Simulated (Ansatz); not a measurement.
Consider the following.

SiBCN:
Space group P3m1 (No. 156); a = 2.8617 Å, b = 2.8617 Å, c = 4.6350 Å, α = 90.00°, β = 90.00°, γ = 120.00°

```tsv
atom	site	symmetry	x	y	z
B	1b	3m.	0.3333	0.6667	0.4914
Si	1c	3m.	0.6667	0.3333	0.0017
C	1b	3m.	0.3333	0.6667	0.1459
N	1c	3m.	0.6667	0.3333	0.6110
```

This is the PBEsol-relaxed structure.

Q: All from DFT-PBEsol in the program Ansatz with PAW potentials, unless another level is named. Give the Born charges (a third of the trace).

A: B +2.05, Si +2.85, C -2.59, N -2.32 e.

Q: Next, the largest static χ(2) component?

A: 12 pm/V.

Q: And the static dielectric constant ε0 (ions relaxed, cell fixed)?

A: 11.4 (xx = yy), 9.09 (zz).

Q: And the electronic dielectric constant ε∞ (DFPT)?

A: 6.06 (xx = yy), 5.97 (zz).

The start of the workflow was typed in or built on a structure type; neither database checked (COD, Materials Project) lists it. Its standing as an ambient phase is unchecked. Symmetry was held in the PBEsol relaxation; its stability against distortions is not shown here. The volume moved by -19 % from the start of the relaxation.

Potentials: the earlier of the program's two PAW sets. The files were generated under PBE; for other functionals the program regenerates the frozen cores, and for LDA and PBEsol the local potential too.
